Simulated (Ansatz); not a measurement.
**The bulk modulus of SnO from a series of volumes**

Reference cell: a measured structure from the Crystallography Open Database (COD) whose atoms were relaxed with PBE, the cell held.

```yaml
crystal:
  lattice:
    - [3.79860, 0.00000, 0.00000]
    - [0.00000, 3.79860, 0.00000]
    - [0.00000, 0.00000, 4.84080]
  atoms:
    - { symbol: Sn, position: [0.50000, 0.00000, 0.24228] }
    - { symbol: Sn, position: [0.00000, 0.50000, 0.75772] }
    - { symbol: O, position: [0.00000, 0.00000, 0.00000] }
    - { symbol: O, position: [0.50000, 0.50000, 0.00000] }
```

Atom numbers follow the list; atoms alike are taken as one site, whose name carries the number of the first.

The numbers come from a DFT calculation in Ansatz (PBE, plane waves and PAW, scalar-relativistic, 420 eV cutoff, Γ-centred 12×12×10 k-points, Fermi–Dirac smearing 0.05 eV).

The cell is scaled uniformly, and the ions relax again at each size.

| V/V₀ | pressure (GPa) |
| --- | --- |
| 0.94 | 6.7 |
| 0.96 | 5.4 |
| 0.98 | 4.2 |
| 1.00 | ? |
| 1.02 | 2.1 |
| 1.04 | 1.1 |
| 1.06 | 0.2 |

Problem. Estimate the row at V/V₀ = 1.00, the equilibrium volume and the bulk modulus.

Solution. pressure (GPa): 3.1. Worked: a parabola in ln(V/V₀) through the other 6 rows gives 3.1 GPa there. It crosses zero pressure at V/V₀ = 1.065, the equilibrium volume of this functional, where the bulk modulus is B = −dP/d ln V = 45 GPa. The shape of the cell is held, so in this non-cubic crystal both values are those of uniform scaling, and B is an upper bound to the hydrostatic one.
